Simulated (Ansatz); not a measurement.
# Phonon spectrum of Al

Computed with DFT PBE, scalar-relativistic, plane waves, PAW (Ansatz 0.2.0). Settings: 420 eV plane-wave cutoff, Γ-centred 24×24×24 mesh, Fermi-Dirac smearing of 0.15 eV. No spin polarisation. Phonons by linear response, acoustic sum rule imposed.

Relaxed structure:
```yaml
crystal:
  lattice:
    - [1.42915, 0.82512, 2.33363]
    - [-1.42915, 0.82512, 2.33363]
    - [0.00000, -1.65024, 2.33363]
  atoms:
    - { symbol: Al, position: [0.00000, 0.00000, 0.00000] }
```

The cell has the fcc type, in a space group that the Crystallography Open Database lists for this formula; it was reached from a generator's guess. In a metal, frequencies and elastic constants depend on the k mesh and the smearing, soft modes and shear constants most. The q mesh is coarse, so values between its points are rough.

Force constants from linear response on a 3×3×3 q mesh.

(1) Is the structure dynamically stable on this mesh?

(2) Give the frequencies (cm⁻¹; i marks imaginary ones) at the irreducible q points, in fractions of the reciprocal vectors.

## Answers

(1) Yes, on this mesh: no mode is imaginary.

(2)
| q | star | frequencies |
| --- | --- | --- |
| 0.000 0.000 0.000 | 1 | 0 0 0 |
| 0.000 0.000 0.333 | 6 | 130 130 276 |
| 0.000 0.333 0.333 | 6 | 163 163 273 |
| 0.000 0.333 -0.333 | 6 | 179 266 273 |
| 0.333 0.333 0.333 | 2 | 130 130 276 |
| 0.333 0.333 -0.333 | 6 | 179 266 273 |
